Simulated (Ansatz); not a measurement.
Harmonic vibrational thermodynamics of Si in space group P6_3/mmc (No. 194; Si on 4f) at fixed volume, plane-wave PAW LDA (Ansatz code). The rows extrapolate the 0 K crystal and know nothing of melting or changes of phase.

```tsv
T (K)	F_vib (meV/atom)	S (J/K per mol of atoms)	C_V (J/K per mol of atoms)
50	(withheld)	1.0	(withheld)
100	59.5	4.5	7.8
200	(withheld)	12.5	(withheld)
300	33.8	19.8	19.9
400	10.0	25.9	21.9
600	-53.7	35.1	23.5
800	(withheld)	41.9	(withheld)
1000	-226.6	47.4	24.4
```

**Question.** Some entries are withheld; supply them.

**Answer.** 
- 800, C_V (J/K per mol of atoms): 24.1
- 800, F_vib (meV/atom): -133.8
- 50, C_V (J/K per mol of atoms): 2.7
- 50, F_vib (meV/atom): 60.9
- 200, C_V (J/K per mol of atoms): 15.8
- 200, F_vib (meV/atom): 50.7

The workflow started from a Materials Project entry (that database holds measured and hypothetical structures alike); the Crystallography Open Database copy checked does not list it. It is not the phase usual at ambient conditions (space group No. 227). Symmetry was held in the LDA relaxation; whether a distortion lowers the energy is not shown.

Potentials: the earlier of the program's two PAW sets. The files were generated under PBE; for other functionals the program regenerates the frozen cores, and for LDA and PBEsol the local potential too.
